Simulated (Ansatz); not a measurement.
Given:

Cd$_{2}$TeS:
```cif
data_Cd2STe
_chemical_formula_sum 'Cd2 Te1 S1'
_space_group_name_H-M_alt 'P 1'
_space_group_IT_number 1
_cell_length_a 4.29164
_cell_length_b 4.29164
_cell_length_c 7.06171
_cell_angle_alpha 90.000
_cell_angle_beta 90.000
_cell_angle_gamma 120.000
loop_
_space_group_symop_operation_xyz
  'x, y, z'
loop_
_atom_site_label
_atom_site_type_symbol
_atom_site_fract_x
_atom_site_fract_y
_atom_site_fract_z
_atom_site_occupancy
Cd1 Cd 0.66667 0.33333 0.47201 1
Cd2 Cd 0.00000 0.00000 0.02476 1
Te1 Te 0.00000 0.00000 0.63143 1
S1 S 0.66667 0.33333 0.11980 1
```

This is the LDA-relaxed structure.

All from LDA in the plane-wave PAW code Ansatz, unless another level is named. Estimate the highest zone-centre frequency.

268 cm⁻¹.

Predict the bulk modulus (Birch–Murnaghan fit).

53.4 GPa.

Space group P3m1. The first step of the workflow began from a Materials Project structure, measured or hypothetical; the Crystallography Open Database copy checked does not list it. Its standing as an ambient phase is unchecked. Symmetry was held in the LDA relaxation; of distortions, only those at the zone centre were tested. As this level gives no gap, phonon frequencies hold no LO–TO term and depend on the k-mesh and smearing (Fermi–Dirac, 0.1 eV here). Scalar-relativistic: spin–orbit coupling is off unless named, which matters more the heavier the elements.

Potentials: the later of the program's two PAW sets.
